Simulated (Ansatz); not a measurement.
**HfN (F-43m): lattice vibrations**

```yaml
crystal:
  lattice:
    - [0.00000, 2.43402, 2.43402]
    - [2.43402, 0.00000, 2.43402]
    - [2.43402, 2.43402, 0.00000]
  atoms:
    - { symbol: Hf, position: [0.00000, 0.00000, 0.00000] }
    - { symbol: N, position: [0.75000, 0.75000, 0.75000] }
```

Conventional cell: a = 4.868 Å, b = 4.868 Å, c = 4.868 Å, α = 90.00°, β = 90.00°, γ = 90.00°. Around Hf (atom 1) lie 4 N at 2.11 Å. N (atom 2) is surrounded by 4 Hf at 2.11 Å.

Computed, not measured; unless marked otherwise by PBEsol, all-electron LAPW in Ansatz 0.2.0, scalar-relativistic. k mesh 12×12×12, Fermi-Dirac smearing of 0.050 eV, basis error target 0.5 meV/atom. The cell was relaxed by PAW under this functional. This phase needn't be the one found at ambient conditions.

Atoms are displaced by 0.01 Å in the smallest supercells that hold the wave vectors of a 2×2×2 mesh. Negative values stand for unstable modes.

(1) What are the phonon energies at the solved wave vectors, in meV?

(2) Is the structure dynamically stable at these wave vectors?

(3) How do the optical zone-centre modes decompose, and which are active?

(4) How well do frozen-core PAW files reproduce these all-electron values?

Answers

(1) 

```csv
q,point,modes (meV)
0.000 0.000 0.000,Gamma,59.08 (×3)
0.500 0.000 0.000,L,"12.05 (×2), 21.27, 62.86 (×2), 64.99"
0.500 0.500 0.000,X,"15.00 (×2), 21.68, 62.06 (×2), 75.35"
```

(2) Yes, no mode is unstable there; wave vectors off this mesh aren't tested.

(3) Point group -43m: Γ_opt = T2.

| label | meV | activity | mostly |
| --- | --- | --- | --- |
| T2 | 59.08 | IR and Raman | N (93 %) |

In a metal the activity is that of symmetry alone; free carriers screen the infrared modes.

(4) With a cutoff of 420 eV and displacements of 0.0025 Å, the r.m.s. difference over the modes is 0.3 cm⁻¹; the largest difference is 476.1 (PAW) against 476.5 cm⁻¹ (LAPW).

Keep in mind: responses of metals move with mesh and smearing; no spin-orbit coupling on heavy atoms; the frozen-core PAW files of the compared runs were fitted under PBE, their cores solved anew for this functional.
